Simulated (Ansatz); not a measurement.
A relaxation computed with Ansatz, from input to last step.

```yaml
crystal:
  lattice:
    - [5.1571774496, 2.6487808324, -2.4687717125]
    - [2.7356833582, 5.1051296829, 2.5905289972]
    - [5.2488030858, -2.5309469575, 2.7698568598]
  atoms:
    - { symbol: O, position: [0.4630837747, 0.3186361722, 0.6917013728] }
    - { symbol: O, position: [0.7276799849, 0.7171829809, 0.624178058] }
    - { symbol: O, position: [0.958350653, 0.4145539326, 0.1616022939] }
    - { symbol: O, position: [0.3086133817, 0.6139332171, 0.0844034612] }
    - { symbol: O, position: [0.618813204, 0.0306742692, 0.0951605266] }
    - { symbol: O, position: [0.1829984767, 0.9611520948, 0.6388971226] }
    - { symbol: O, position: [0.2967889106, 0.0146352205, 0.9730301812] }
    - { symbol: O, position: [0.8117567053, 0.3067888133, 0.8862191727] }
    - { symbol: O, position: [0.8619543794, 0.0064406751, 0.3313488766] }
    - { symbol: O, position: [0.2473606107, 0.3014699634, 0.4019129833] }
    - { symbol: O, position: [0.5147508643, 0.7085833, 0.3341360027] }
    - { symbol: O, position: [0.0122867692, 0.6922825755, 0.8640353869] }
    - { symbol: Sc, position: [0.6600362018, 0.6653149811, 0.9881203226] }
    - { symbol: "Y", position: [0.8368793654, 0.325511095, 0.5176724276] }
    - { symbol: "Y", position: [0.1637674321, 0.6643090493, 0.4955301078] }
    - { symbol: Ta, position: [0.5253851435, 0.9675238102, 0.4302682696] }
    - { symbol: Ta, position: [0.0171388556, 0.9661793285, 0.9704239923] }
    - { symbol: Ta, position: [0.2964347329, 0.336792574, 0.0051520832] }
  symmetry: { detect: false }
basis:
  ecutwfc: 500
kpoints:
  mp_grid: { grid: [4, 3, 3] }
hamiltonian:
  xc: r2scan
scf:
  occupations: { method: gaussian, width: 0.1 }
  lower_state_search: "off"
output:
  forces: true
  stress: true
  eigenvalues: true
relax:
  adjacent_minimum: "off"
  f_tol: 0.04
  max_steps: 25
  cell: { stress_tol: 0.3 }
```

```bash
ansatz run input.yaml --threads 4 --pin off --max-ram 9216MiB --backend cpu --events-out ev --progress --plain --runs-dir out
```

The calculation used DFT r2SCAN, scalar-relativistic, plane waves, PAW (Ansatz 0.2.0).

Of 12 frames 10 are shown, positions in Å and forces in eV/Å; the SCF threshold varies from step to step. Steps run on the plane waves of an earlier cell, with a Pulay correction in the pressure. The basis is chosen afresh for the last frame, the zero of the energies, and can be on the way; energy and pressure step there, also at an unchanged geometry. The mark taken_back stands on steps that the optimiser undid.

```xyz
18
Lattice="5.1572 2.6488 -2.4688 2.7357 5.1051 2.5905 5.2488 -2.5309 2.7699" Properties=species:S:1:pos:R:3:forces:R:3 pbc="T T T" step=1 free_energy_over_end_meV_per_atom=1.20 pressure_GPa=0.26
O     6.8905    1.1026    1.5981   -0.1250   -0.0480    0.0990
O     8.9909    4.0090    1.7903   -0.0890   -0.1430    0.0020
O     6.9247    4.2458   -0.8444   -0.1510    0.0080    0.0560
O     3.7141    3.7380    1.0623   -0.0210   -0.1160   -0.0020
O     3.7747    1.5549   -1.1847    0.0200    0.0830    0.0400
O     6.9266    3.7745    3.8078    0.0020    0.0300    0.0380
O     6.6779   -1.6018    2.0004   -0.0390   -0.0300    0.0420
O     9.6772    1.4734    1.2454    0.0090    0.0250   -0.0380
O     6.2021    1.4774   -1.1935   -0.0320   -0.0020   -0.1350
O     4.2100    1.1770    1.2835   -0.0100   -0.0180   -0.1030
O     6.3469    4.1352    1.4903    0.0580   -0.0900   -0.1000
O     6.4924    1.3799    4.1563   -0.0090    0.0080   -0.0450
Sc   10.4105    2.6439    2.8310    0.0260    0.1020    0.0410
Y     7.9236    2.5683    0.2111    0.0660    0.1360    0.1180
Y     5.2629    2.5710    2.6892   -0.0550   -0.0830    0.0190
Ta    7.6147    5.2420    2.4011   -0.0060    0.1050   -0.0500
Ta    7.8251    2.5218    5.1485    0.0780    0.0210    0.0670
Ta    2.4772    2.4915    0.1549    0.2780    0.0120   -0.0480
18
Lattice="5.1645 2.6302 -2.4562 2.7381 5.0966 2.6034 5.2762 -2.5344 2.7747" Properties=species:S:1:pos:R:3:forces:R:3 pbc="T T T" step=2 free_energy_over_end_meV_per_atom=0.69 pressure_GPa=-0.08
O     6.9030    1.0820    1.6292    0.0330    0.0250   -0.0650
O     8.9980    3.9688    1.8187    0.0510    0.0160   -0.0570
O     6.9272    4.2241   -0.8219    0.0620   -0.0140   -0.0530
O     3.7251    3.7231    1.0860   -0.0350   -0.0550   -0.0940
O     3.7868    1.5529   -1.1752    0.0110    0.0060   -0.0420
O     6.9412    3.7653    3.8274    0.0510    0.0310   -0.0210
O     6.7143   -1.6064    2.0147   -0.0550   -0.1000   -0.0440
O     9.7162    1.4658    1.2591   -0.0370   -0.0180   -0.0040
O     6.2189    1.4591   -1.2042   -0.0960   -0.1280    0.0770
O     4.2207    1.1650    1.2769   -0.0640    0.0760    0.0100
O     6.3652    4.1082    1.4971    0.0440   -0.0020    0.0260
O     6.5269    1.3749    4.1667   -0.0840   -0.0240    0.0710
Sc   10.4468    2.6298    2.8575    0.0230    0.0240   -0.0060
Y     7.9427    2.5539    0.2390    0.0470   -0.0130    0.0290
Y     5.2737    2.5455    2.7030    0.0640    0.0230    0.0290
Ta    7.6291    5.2223    2.4082   -0.0950    0.0250    0.0820
Ta    7.8571    2.5189    5.1647    0.0410    0.0650    0.0340
Ta    2.4932    2.4830    0.1694    0.0400    0.0620    0.0280
18
Lattice="5.1585 2.6359 -2.4582 2.7376 5.1030 2.6064 5.2651 -2.5311 2.7758" Properties=species:S:1:pos:R:3:forces:R:3 pbc="T T T" step=3 free_energy_over_end_meV_per_atom=0.39 pressure_GPa=-0.04
O     6.8934    1.0911    1.6253   -0.0030    0.0030   -0.0080
O     8.9883    3.9828    1.8188    0.0360   -0.0280   -0.0330
O     6.9218    4.2326   -0.8260   -0.0100   -0.0130   -0.0280
O     3.7209    3.7273    1.0813   -0.0230   -0.0150   -0.0460
O     3.7806    1.5567   -1.1779   -0.0220   -0.0010   -0.0030
O     6.9352    3.7761    3.8323    0.0120    0.0330   -0.0170
O     6.7013   -1.6056    2.0139   -0.0410   -0.0840   -0.0130
O     9.7008    1.4727    1.2610   -0.0280   -0.0250   -0.0280
O     6.2060    1.4582   -1.1997   -0.0400   -0.0430    0.0060
O     4.2118    1.1754    1.2787   -0.0270    0.0240   -0.0130
O     6.3600    4.1172    1.5000    0.0140   -0.0060   -0.0010
O     6.5143    1.3822    4.1730   -0.0510    0.0060    0.0310
Sc   10.4320    2.6400    2.8584    0.0120    0.0300   -0.0140
Y     7.9351    2.5647    0.2401    0.0250    0.0120    0.0310
Y     5.2695    2.5546    2.7062    0.0230    0.0070    0.0300
Ta    7.6179    5.2339    2.4151    0.0020    0.0130    0.0230
Ta    7.8463    2.5269    5.1704    0.0330    0.0440    0.0240
Ta    2.4901    2.4876    0.1665    0.0880    0.0420    0.0590
18
Lattice="5.1569 2.6336 -2.4518 2.7409 5.1101 2.6207 5.2623 -2.5213 2.7744" Properties=species:S:1:pos:R:3:forces:R:3 pbc="T T T" step=5 free_energy_over_end_meV_per_atom=0.13 pressure_GPa=0.03
O     6.8928    1.1064    1.6454    0.0250   -0.0330    0.0010
O     8.9916    3.9890    1.8252    0.0000    0.0070    0.0000
O     6.9077    4.2235   -0.8389    0.0160    0.0360   -0.0430
O     3.7241    3.7309    1.0890   -0.0200   -0.0010   -0.0120
O     3.7714    1.5448   -1.1642    0.0040   -0.0110    0.0280
O     6.9307    3.8043    3.8437    0.0150   -0.0110    0.0080
O     6.6892   -1.5984    1.9975   -0.0100   -0.0290    0.0100
O     9.6816    1.4702    1.2719    0.0260    0.0060    0.0090
O     6.1964    1.4536   -1.1980   -0.0070    0.0150    0.0090
O     4.2115    1.1919    1.2842    0.0110    0.0060   -0.0240
O     6.3728    4.1165    1.5007    0.0060    0.0250   -0.0020
O     6.5158    1.4087    4.2035    0.0180    0.0010    0.0230
Sc   10.4327    2.6553    2.8651   -0.0320    0.0090    0.0210
Y     7.9353    2.5780    0.2570   -0.0100    0.0020   -0.0290
Y     5.2778    2.5640    2.7232    0.0000    0.0030   -0.0100
Ta    7.6164    5.2373    2.4380   -0.0380   -0.0530    0.0260
Ta    7.8557    2.5458    5.1917   -0.0110    0.0160   -0.0520
Ta    2.5109    2.4902    0.1723    0.0080    0.0130    0.0370
18
Lattice="5.1577 2.6312 -2.4493 2.7417 5.1125 2.6264 5.2646 -2.5195 2.7740" Properties=species:S:1:pos:R:3:forces:R:3 pbc="T T T" step=6 free_energy_over_end_meV_per_atom=0.10 pressure_GPa=0.14
O     6.8998    1.1053    1.6530   -0.0150    0.0300   -0.0230
O     8.9932    3.9889    1.8289    0.0080    0.0060   -0.0040
O     6.9066    4.2236   -0.8433   -0.0090   -0.0340    0.0610
O     3.7239    3.7314    1.0922    0.0290    0.0260    0.0190
O     3.7696    1.5391   -1.1563    0.0090   -0.0120    0.0150
O     6.9319    3.8104    3.8481   -0.0140    0.0090   -0.0120
O     6.6881   -1.5992    1.9938    0.0100   -0.0130   -0.0190
O     9.6823    1.4690    1.2755    0.0250    0.0060   -0.0060
O     6.1950    1.4522   -1.1971    0.0200    0.0010    0.0100
O     4.2148    1.1945    1.2851    0.0100    0.0200    0.0470
O     6.3772    4.1164    1.5013   -0.0310   -0.0220   -0.0150
O     6.5201    1.4173    4.2156   -0.0200    0.0010   -0.0050
Sc   10.4345    2.6594    2.8701   -0.0330    0.0090    0.0080
Y     7.9372    2.5800    0.2590   -0.0210   -0.0220   -0.0100
Y     5.2820    2.5654    2.7277   -0.0250   -0.0110    0.0040
Ta    7.6150    5.2331    2.4480    0.0240    0.0110   -0.0490
Ta    7.8608    2.5518    5.1969   -0.0100   -0.0130    0.0660
Ta    2.5191    2.4911    0.1767    0.0420    0.0070   -0.0890
18
Lattice="5.1585 2.6247 -2.4499 2.7376 5.1195 2.6385 5.2644 -2.5175 2.7680" Properties=species:S:1:pos:R:3:forces:R:3 pbc="T T T" step=7 free_energy_over_end_meV_per_atom=0.16 pressure_GPa=0.12 taken_back
O     6.9163    1.1232    1.6747   -0.0070    0.0120    0.0050
O     8.9811    3.9853    1.8152    0.0270   -0.0020    0.0400
O     6.9117    4.2261   -0.8571   -0.0070   -0.0120    0.0510
O     3.7154    3.7295    1.1177    0.0050    0.0640   -0.0200
O     3.7692    1.5214   -1.1452   -0.0030    0.0020    0.0370
O     6.9208    3.8230    3.8496    0.0150    0.0230   -0.0060
O     6.6773   -1.5903    1.9713   -0.0020   -0.0260   -0.0530
O     9.6781    1.4554    1.2792    0.0130    0.0080    0.0010
O     6.1962    1.4507   -1.1929    0.0170   -0.0050   -0.0120
O     4.2342    1.1924    1.2862   -0.0230    0.0220    0.0360
O     6.3711    4.1128    1.4936   -0.0280    0.0000   -0.0070
O     6.4971    1.4463    4.2504    0.0620   -0.0210   -0.0230
Sc   10.4287    2.6648    2.8643   -0.0070   -0.0010    0.0260
Y     7.9369    2.5777    0.2509   -0.0510   -0.0200   -0.0120
Y     5.2748    2.5708    2.7326    0.0240   -0.0160    0.0220
Ta    7.6070    5.2222    2.4567   -0.0020   -0.0330   -0.0480
Ta    7.8601    2.5588    5.2066   -0.0340   -0.0220    0.0650
Ta    2.5432    2.4871    0.1693   -0.0010    0.0260   -0.1040
18
Lattice="5.1607 2.6309 -2.4477 2.7438 5.1196 2.6341 5.2664 -2.5168 2.7723" Properties=species:S:1:pos:R:3:forces:R:3 pbc="T T T" step=8 free_energy_over_end_meV_per_atom=0.06 pressure_GPa=-0.12
O     6.9118    1.1174    1.6644   -0.0020    0.0190    0.0010
O     8.9935    3.9921    1.8258   -0.0030    0.0190    0.0130
O     6.9130    4.2300   -0.8478    0.0280    0.0100   -0.0130
O     3.7239    3.7364    1.1044   -0.0140    0.0030   -0.0180
O     3.7716    1.5315   -1.1468    0.0040    0.0110   -0.0040
O     6.9320    3.8223    3.8514   -0.0040    0.0160   -0.0110
O     6.6852   -1.5937    1.9833    0.0000    0.0060   -0.0100
O     9.6862    1.4680    1.2804   -0.0050   -0.0090   -0.0090
O     6.1986    1.4540   -1.1931    0.0040   -0.0070   -0.0030
O     4.2265    1.1972    1.2897    0.0270   -0.0230   -0.0150
O     6.3773    4.1189    1.4997    0.0030   -0.0010    0.0090
O     6.5163    1.4359    4.2362    0.0010    0.0100   -0.0060
Sc   10.4366    2.6693    2.8718   -0.0120   -0.0180    0.0010
Y     7.9391    2.5826    0.2564   -0.0100    0.0150   -0.0260
Y     5.2835    2.5711    2.7335   -0.0150   -0.0190   -0.0010
Ta    7.6161    5.2311    2.4551   -0.0200   -0.0030    0.0250
Ta    7.8664    2.5602    5.2069    0.0260   -0.0100    0.0170
Ta    2.5349    2.4928    0.1712   -0.0110   -0.0200    0.0500
18
Lattice="5.1624 2.6303 -2.4404 2.7506 5.1228 2.6433 5.2721 -2.5119 2.7771" Properties=species:S:1:pos:R:3:forces:R:3 pbc="T T T" step=10 free_energy_over_end_meV_per_atom=0.03 pressure_GPa=0.05
O     6.9330    1.1405    1.6909   -0.0090   -0.0020   -0.0060
O     8.9986    3.9959    1.8354   -0.0020    0.0060    0.0010
O     6.9249    4.2273   -0.8482   -0.0220   -0.0060    0.0190
O     3.7275    3.7395    1.1116    0.0140    0.0060    0.0070
O     3.7690    1.5277   -1.1301    0.0160   -0.0040    0.0010
O     6.9316    3.8292    3.8602    0.0000    0.0090   -0.0030
O     6.6793   -1.5781    1.9741   -0.0060   -0.0070    0.0020
O     9.6957    1.4702    1.2917    0.0070   -0.0010    0.0020
O     6.1971    1.4550   -1.1897    0.0030    0.0120   -0.0110
O     4.2502    1.1964    1.3002   -0.0050    0.0030    0.0140
O     6.3788    4.1197    1.5049    0.0100    0.0110   -0.0010
O     6.5237    1.4477    4.2653    0.0090    0.0090    0.0150
Sc   10.4421    2.6741    2.8867    0.0050   -0.0060   -0.0140
Y     7.9462    2.5867    0.2617    0.0100   -0.0090    0.0070
Y     5.2927    2.5687    2.7477    0.0160    0.0010    0.0100
Ta    7.6168    5.2248    2.4709   -0.0120   -0.0430    0.0000
Ta    7.8856    2.5651    5.2262   -0.0250    0.0030   -0.0240
Ta    2.5482    2.4967    0.1736   -0.0090    0.0200   -0.0200
18
Lattice="5.1624 2.6285 -2.4338 2.7540 5.1245 2.6491 5.2798 -2.5130 2.7827" Properties=species:S:1:pos:R:3:forces:R:3 pbc="T T T" step=11 free_energy_over_end_meV_per_atom=0.04 pressure_GPa=-0.06
O     6.9412    1.1430    1.7009   -0.0090    0.0070    0.0090
O     9.0046    3.9946    1.8483   -0.0010    0.0020   -0.0030
O     6.9267    4.2213   -0.8438   -0.0140    0.0070   -0.0040
O     3.7291    3.7369    1.1146   -0.0010    0.0030    0.0030
O     3.7749    1.5320   -1.1138   -0.0140   -0.0040   -0.0040
O     6.9357    3.8273    3.8694    0.0060    0.0000    0.0010
O     6.6833   -1.5789    1.9731   -0.0050    0.0010    0.0070
O     9.7053    1.4694    1.3004   -0.0080    0.0130   -0.0080
O     6.1988    1.4529   -1.1877    0.0090    0.0000    0.0090
O     4.2623    1.1912    1.3155    0.0080   -0.0080    0.0000
O     6.3837    4.1269    1.5140    0.0090   -0.0150    0.0090
O     6.5306    1.4480    4.2818    0.0100   -0.0010   -0.0030
Sc   10.4494    2.6651    2.8957    0.0060    0.0170    0.0090
Y     7.9548    2.5884    0.2715    0.0000    0.0010    0.0020
Y     5.2988    2.5707    2.7591    0.0060   -0.0090   -0.0040
Ta    7.6240    5.2234    2.4866   -0.0360    0.0090   -0.0220
Ta    7.8955    2.5646    5.2360    0.0170   -0.0030    0.0030
Ta    2.5472    2.4990    0.1729    0.0190   -0.0190   -0.0030
18
Lattice="5.1624 2.6285 -2.4338 2.7540 5.1245 2.6491 5.2798 -2.5130 2.7827" Properties=species:S:1:pos:R:3:forces:R:3 pbc="T T T" step=12 free_energy_over_end_meV_per_atom=0.00 pressure_GPa=-0.06
O     6.9412    1.1430    1.7009   -0.0090    0.0070    0.0090
O     9.0046    3.9946    1.8483   -0.0010    0.0020   -0.0040
O     6.9267    4.2213   -0.8438   -0.0150    0.0070   -0.0040
O     3.7291    3.7369    1.1146   -0.0010    0.0030    0.0030
O     3.7749    1.5320   -1.1138   -0.0140   -0.0040   -0.0040
O     6.9357    3.8273    3.8694    0.0060    0.0000    0.0010
O     6.6833   -1.5789    1.9731   -0.0050    0.0010    0.0070
O     9.7053    1.4694    1.3004   -0.0080    0.0130   -0.0080
O     6.1988    1.4529   -1.1877    0.0090    0.0000    0.0090
O     4.2623    1.1912    1.3155    0.0080   -0.0080    0.0000
O     6.3837    4.1269    1.5140    0.0090   -0.0150    0.0090
O     6.5306    1.4480    4.2818    0.0100   -0.0020   -0.0030
Sc   10.4494    2.6651    2.8957    0.0060    0.0170    0.0090
Y     7.9548    2.5884    0.2715    0.0000    0.0010    0.0020
Y     5.2988    2.5707    2.7591    0.0060   -0.0090   -0.0050
Ta    7.6240    5.2234    2.4866   -0.0360    0.0090   -0.0220
Ta    7.8955    2.5646    5.2360    0.0170   -0.0030    0.0030
Ta    2.5472    2.4990    0.1729    0.0180   -0.0190   -0.0030
```

The run took 3.9 min on 4 threads of Intel(R) Xeon(R) Platinum 8259CL CPU @ 2.50GHz (Skylake/Cascade Lake), on a shared host, peak memory 1.5 GiB.

The k mesh is coarse. Spin–orbit coupling is left out, which can shift energies with elements as heavy as these.